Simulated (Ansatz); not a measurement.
# Ta$_{4}$N$_{3}$ (I4/mmm), ideal shear of a crystal plane

Computed with DFT r2SCAN, scalar-relativistic, plane waves, PAW in Ansatz 0.2.0. Cutoff 500 eV, Γ-centred 9×9×5 k-points, Gaussian smearing of 0.15 eV. Spin–orbit coupling is left out, which can shift energies with elements as heavy as these. No spin polarisation. Energies are free energies at this smearing, counted from the undisturbed cell; pressure is positive in compression.

The undisturbed cell (relaxed at this level; it needn't be the usual structure):

```yaml
crystal:
  lattice:
    - [-4.38018, 0.00000, 0.00000]
    - [0.00000, -4.38018, 0.00000]
    - [0.00000, 0.00000, 8.57988]
  atoms:
    - { symbol: Ta, position: [0.50000, 0.00000, 0.88410] }
    - { symbol: Ta, position: [0.00000, 0.50000, 0.38410] }
    - { symbol: Ta, position: [0.50000, 0.50000, 0.65227] }
    - { symbol: Ta, position: [0.00000, 0.00000, 0.15227] }
    - { symbol: Ta, position: [0.00000, 0.50000, 0.88410] }
    - { symbol: Ta, position: [0.50000, 0.00000, 0.38410] }
    - { symbol: Ta, position: [0.50000, 0.50000, 0.11593] }
    - { symbol: Ta, position: [0.00000, 0.00000, 0.61593] }
    - { symbol: N, position: [0.50000, 0.00000, 0.63410] }
    - { symbol: N, position: [0.00000, 0.50000, 0.13410] }
    - { symbol: N, position: [0.00000, 0.00000, 0.88410] }
    - { symbol: N, position: [0.50000, 0.50000, 0.38410] }
    - { symbol: N, position: [0.00000, 0.50000, 0.63410] }
    - { symbol: N, position: [0.50000, 0.00000, 0.13410] }
```

The cut lies on the cell's a–b face, a (0 0 1) plane (indices in the standard cell, whose axes needn't be the Cartesian ones shown) of area 19.19 Å², between layers 1.99 Å apart. Vector c is tilted by f times 1·a + 0·b (length 4.380 Å) with the atoms' Cartesian places fixed: one unrelaxed fault a cell. The traction is dγ/du, the slope of γ against the slip u in Å. Some rows repeat others by symmetry and weren't run.

```csv
f,γ (mJ/m²),traction (GPa)
0.0000,0,0.0
0.1000,645,30.1
0.2000,2739,66.0
0.3000,6139,80.5
0.4000,8938,44.2
0.5000,9933,0.0
0.6000,8938,-44.2
0.7000,6139,-80.5
0.8000,2739,-66.0
0.9000,645,-30.1
```

Question: Read off the first barrier and the stress needed to climb it, and compare with Frenkel's sinusoid.

Answer: The first sampled maximum lies at f = 0.500, a slip of 2.19 Å, with γ ≈ 9933 mJ/m², which stands in for the unstable fault energy γ_us, and the steepest sampled slope before it is 80.5 GPa. A sinusoid γ = γ_us sin²(πu/λ) with its maximum there has λ = 4.38 Å and a largest slope πγ_us/λ = 71.2 GPa (1 mJ/m² per Å = 0.01 GPa).

Question: Is there a metastable fault on this line?

Answer: Apart from points where γ returns to about zero, no local minimum shows among the samples, so at this sampling the line offers no fault for a dislocation to split on; a fault can still lie off the line.

The cut is rigid; relaxing the faces lowers these energies and usually the stresses.

In a metal these slopes depend on the k mesh and the smearing.

Cost: 6 runs of about 15 core-minutes in all, on Oxide Virtual Turin-like Processor (Zen 5) (shared hosts).